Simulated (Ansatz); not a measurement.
## GdN in the rocksalt structure

**What was measured.** A cell as deposited of cubic GdN (space group Fm-3m), temperature not stated, from the Crystallography Open Database (1963), has a = 4.999 Å and 15.62 Å³/atom.

Computed with Ansatz (plane waves, PAW, 420 eV cutoff): HSE06, scalar-relativistic, collinear spin, Γ-centred 8×8×8 mesh, 0.05 eV Gaussian smearing; PAW files: Ansatz's generated set soft_2.

```cif
data_structure
_symmetry_space_group_name_H-M 'Fm-3m'
_symmetry_Int_Tables_number 225
_cell_length_a 4.9758
_cell_length_b 4.9758
_cell_length_c 4.9758
_cell_angle_alpha 90.000
_cell_angle_beta 90.000
_cell_angle_gamma 90.000
_cell_volume 123.19
loop_
_atom_site_label
_atom_site_type_symbol
_atom_site_symmetry_multiplicity
_atom_site_Wyckoff_symbol
_atom_site_fract_x
_atom_site_fract_y
_atom_site_fract_z
_atom_site_occupancy
Gd1 Gd 4 b 0.50000 0.00000 0.00000 1
N1 N 4 a 0.00000 0.00000 0.00000 1
```

The start was a prototype's sites filled with these elements; the Crystallography Open Database holds the compound in this structure.

Magnetic state: ferromagnetic, site spin moments Gd 6.94; N -0.13 μB.

The cell above was scaled in volume, its shape and atoms being fixed by the lattice's symmetry. Energies are counted from the cell above.

The volume is at zero pressure for this level.

| V (Å³/atom) | ΔE (meV/atom) | P from the stress (GPa) |
| --- | --- | --- |
| 14.783 | 13.47 | 7.20 |
| 15.091 | 3.29 | 3.45 |
| 15.399 | 0.00 | 0.08 |
| 15.707 | 2.84 | -2.94 |
| 16.015 | 11.11 | -5.69 |

Question: Do the energies and the pressures agree? Compare −ΔE/ΔV between neighbouring points (1 meV/Å³ = 0.1602 GPa) with the mean of their pressures.

Answer: 
```json
{"interval (Å³/atom)": "14.78 to 15.09", "−ΔE/ΔV (GPa)": "5.3", "mean P (GPa)": "5.3"}
{"interval (Å³/atom)": "15.09 to 15.40", "−ΔE/ΔV (GPa)": "1.7", "mean P (GPa)": "1.8"}
{"interval (Å³/atom)": "15.40 to 15.71", "−ΔE/ΔV (GPa)": "-1.5", "mean P (GPa)": "-1.4"}
{"interval (Å³/atom)": "15.71 to 16.01", "−ΔE/ΔV (GPa)": "-4.3", "mean P (GPa)": "-4.3"}
```
They differ by 0.05 GPa at most.

Question: What do the two routes give for V0, B0 and B0′?

Answer: A third-order Birch–Murnaghan fit of the energies: V0 = 15.40 Å³/atom, B0 = 159 GPa, B0′ = 4.9. A polynomial of P in ln V, with B = −dP/d ln V at P = 0: V0 = 15.41 Å³/atom, B0 = 159 GPa, B0′ = 4.3. B0′ isn't converged to its last digit.

Gaps on the mesh from the smallest volume to the largest (eV): metal, metal, metal, 0.04, 0.12.

B0·V0 = 158.8 GPa × 15.40 Å³ = 15.27 eV/atom sets the scale: near the minimum ΔE ≈ ½ B0 V0 x², with x = V/V0 − 1, and a pressure of 1.6 GPa squeezes the volume by about 1 %. At the ends of the curve: x = −4.0 % predicts 12.4 meV/atom and the run gives 13.5; x = +4.0 % predicts 12.0 meV/atom and the run gives 11.1. The curve is steeper than the parabola on the compressed side and flatter on the expanded side: the bulk modulus rises with pressure.

**Comparison.** The computed cell (4.976 Å, 15.40 Å³/atom) differs from the database's by −1.4 % in volume, about −0.5 % in length. The static lattice lacks zero-point motion and thermal expansion, roughly 0.5 to 1.3 % in volume at 300 K (room temperature assumed) by Grüneisen's rule, γ·3k_BT/(B0·V0) with γ of 1 to 2.5; that is too little for this miss.

No spin–orbit coupling, a notable omission for heavy elements. The run wasn't fully tested for a lower electronic state. Pressures of hybrids are less tightly converged. For a metal under a hybrid functional this mesh is coarse. Site moments are of spin, integrated over atomic spheres. Only parallel moments were tried, so the real magnetic order may be another.
